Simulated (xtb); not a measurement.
xtb single point, GFN2-xTB, ALPB implicit water, on anisole, C7H8O (SMILES COc1ccccc1), charge 0, multiplicity 1.

```
xtb m.xyz --gfn 2 --chrg 0 --uhf 0 --norestart --sp --alpb water

16

C     -2.573185     0.055984    -0.000127
O     -1.480729     0.941000     0.002960
C     -0.220023     0.421236     0.002429
C      0.819151     1.353197     0.001562
C      2.132277     0.933142     0.000281
C      2.434126    -0.420393    -0.000055
C      1.407006    -1.344489     0.001117
C      0.082988    -0.935167     0.002323
H     -3.462215     0.684858    -0.002838
H     -2.576613    -0.577177    -0.893584
H     -2.581942    -0.576868     0.893584
H      0.565092     2.401536     0.002163
H      2.926526     1.664747     0.000118
H      3.462215    -0.749084    -0.000915
H      1.630123    -2.401536     0.000792
H     -0.697277    -1.680194     0.003105
```

Output:

```

          ...................................................
          :                      SETUP                      :
          :.................................................:
          :  # basis functions                  40          :
          :  # atomic orbitals                  40          :
          :  # shells                           24          :
          :  # electrons                        42          :
          :  max. iterations                   250          :
          :  Hamiltonian                  GFN2-xTB          :
          :  restarted?                      false          :
          :  GBSA solvation                   true          :
          :  PC potential                    false          :
          :  electronic temp.          300.0000000     K    :
          :  accuracy                    1.0000000          :
          :  -> integral cutoff          0.2500000E+02      :
          :  -> integral neglect         0.1000000E-07      :
          :  -> SCF convergence          0.1000000E-05 Eh   :
          :  -> wf. convergence          0.1000000E-03 e    :
          :  Broyden damping             0.4000000          :
          :  net charge                          0          :
          :  unpaired electrons                  0          :
          ...................................................

 iter      E             dE          RMSdq      gap      omega  full diag
   1    -23.4598389 -0.234598E+02  0.479E+00    4.32       0.0  T
   2    -23.4785924 -0.187535E-01  0.273E+00    4.28       1.0  T
   3    -23.4758420  0.275045E-02  0.928E-01    4.21       1.0  T
   4    -23.4801928 -0.435081E-02  0.269E-01    4.24       1.0  T
   5    -23.4805710 -0.378264E-03  0.718E-02    4.27       1.0  T
   6    -23.4805751 -0.408418E-05  0.379E-02    4.27       1.0  T
   7    -23.4805789 -0.380304E-05  0.128E-02    4.27       2.0  T
   8    -23.4805793 -0.365317E-06  0.370E-03    4.27       6.8  T
   9    -23.4805793 -0.227663E-07  0.162E-03    4.27      15.5  T
  10    -23.4805793 -0.117630E-07  0.893E-04    4.27      28.0  T
  11    -23.4805793 -0.284749E-08  0.212E-04    4.27     118.0  T

   *** convergence criteria satisfied after 11 iterations ***

         #    Occupation            Energy/Eh            Energy/eV
      -------------------------------------------------------------
         1        2.0000           -0.7175293             -19.5250
       ...           ...                  ...                  ...
        15        2.0000           -0.4757608             -12.9461
        16        2.0000           -0.4596373             -12.5074
        17        2.0000           -0.4464151             -12.1476
        18        2.0000           -0.4335105             -11.7964
        19        2.0000           -0.4189504             -11.4002
        20        2.0000           -0.4040764             -10.9955
        21        2.0000           -0.3792505             -10.3199 (HOMO)
        22                         -0.2223109              -6.0494 (LUMO)
        23                         -0.2127799              -5.7900
        24                         -0.0876654              -2.3855
        25                          0.0351780               0.9572
        26                          0.1159133               3.1542
       ...                                ...                  ...
        40                          0.6750000              18.3677
      -------------------------------------------------------------
                  HL-Gap            0.1569396 Eh            4.2705 eV
             Fermi-level           -0.3007807 Eh           -8.1847 eV


         :::::::::::::::::::::::::::::::::::::::::::::::::::::
         ::                     SUMMARY                     ::
         :::::::::::::::::::::::::::::::::::::::::::::::::::::
         :: total energy             -23.115624406074 Eh    ::
         :: total w/o Gsasa/hb       -23.115141506207 Eh    ::
         :: gradient norm              0.007733331590 Eh/a0 ::
         :: HOMO-LUMO gap              4.270543176290 eV    ::
         ::.................................................::
         :: SCC energy               -23.480566674543 Eh    ::
         :: -> isotropic ES            0.018965388723 Eh    ::
         :: -> anisotropic ES          0.003163451830 Eh    ::
         :: -> anisotropic XC          0.010465468952 Eh    ::
         :: -> dispersion             -0.011486377691 Eh    ::
         :: -> Gsolv                  -0.003018392340 Eh    ::
         ::    -> Gelec               -0.002535492474 Eh    ::
         ::    -> Gsasa               -0.000694209902 Eh    ::
         ::    -> Ghb                 -0.000869449663 Eh    ::
         ::    -> Gshift               0.001080759698 Eh    ::
         :: repulsion energy           0.364942268469 Eh    ::
         :: add. restraining           0.000000000000 Eh    ::
         :: total charge               0.000000000000 e     ::
[... lines cut ...]

     #   Z          covCN         q      C6AA      α(0)
     1   6 C        3.644     0.026    20.480     6.505
     2   8 O        1.705    -0.303    19.047     5.892
     3   6 C        2.866     0.140    24.944     8.187
     4   6 C        2.921    -0.062    29.535     8.912
     5   6 C        2.920    -0.035    28.875     8.812
     6   6 C        2.918    -0.048    29.194     8.860
     7   6 C        2.922    -0.037    28.918     8.819
     8   6 C        2.918    -0.071    29.777     8.948
     9   1 H        0.925     0.077     2.013     2.219
    10   1 H        0.924     0.050     2.315     2.380
    11   1 H        0.924     0.050     2.316     2.380
    12   1 H        0.926     0.046     2.371     2.408
    13   1 H        0.926     0.043     2.406     2.426
    14   1 H        0.926     0.039     2.457     2.451
    15   1 H        0.926     0.042     2.428     2.437
    16   1 H        0.926     0.043     2.411     2.428

 Mol. C6AA /au·bohr⁶  :       2817.026707
 Mol. C8AA /au·bohr⁸  :      66765.067473
 Mol. α(0) /au        :         84.063411

Wiberg/Mayer (AO) data.
largest (>0.10) Wiberg bond orders for each atom

 ---------------------------------------------------------------------------
     #   Z sym  total        # sym  WBO       # sym  WBO       # sym  WBO
 ---------------------------------------------------------------------------
     1   6 C    3.934 --     9 H    0.978     2 O    0.976    10 H    0.976
                            11 H    0.976
     2   8 O    2.210 --     3 C    1.053     1 C    0.976
     3   6 C    3.932 --     8 C    1.380     4 C    1.351     2 O    1.053
     4   6 C    3.988 --     5 C    1.470     3 C    1.351    12 H    0.968
                             7 C    0.111
     5   6 C    3.991 --     4 C    1.470     6 C    1.418    13 H    0.970
                             8 C    0.104
     6   6 C    3.991 --     7 C    1.449     5 C    1.418    14 H    0.971
     7   6 C    3.992 --     6 C    1.449     8 C    1.435    15 H    0.971
                             4 C    0.111
     8   6 C    3.987 --     7 C    1.435     3 C    1.380    16 H    0.966
                             5 C    0.104
     9   1 H    0.994 --     1 C    0.978
    10   1 H    0.997 --     1 C    0.976
    11   1 H    0.997 --     1 C    0.976
    12   1 H    0.998 --     4 C    0.968
    13   1 H    0.998 --     5 C    0.970
    14   1 H    0.998 --     6 C    0.971
    15   1 H    0.998 --     7 C    0.971
    16   1 H    0.998 --     8 C    0.966
 ---------------------------------------------------------------------------


molecular dipole:
                 x           y           z       tot (Debye)
 q only:       -0.278      -0.433      -0.002
   full:       -0.340      -0.534      -0.002       1.609
molecular quadrupole (traceless):
                xx          xy          yy          xz          yz          zz
 q only:        4.767       2.240      -1.762       0.009      -0.004      -3.005
  q+dip:        4.965       2.387       0.227       0.002      -0.007      -5.192
   full:        4.445       2.633      -1.236       0.007      -0.006      -3.208

           -------------------------------------------------
          | TOTAL ENERGY              -23.115624406074 Eh   |
          | GRADIENT NORM               0.007733331590 Eh/α |
          | HOMO-LUMO GAP               4.270543176290 eV   |
           -------------------------------------------------
```

The total energy is -629.01 eV, -0.07 eV from the same level's vacuum run.
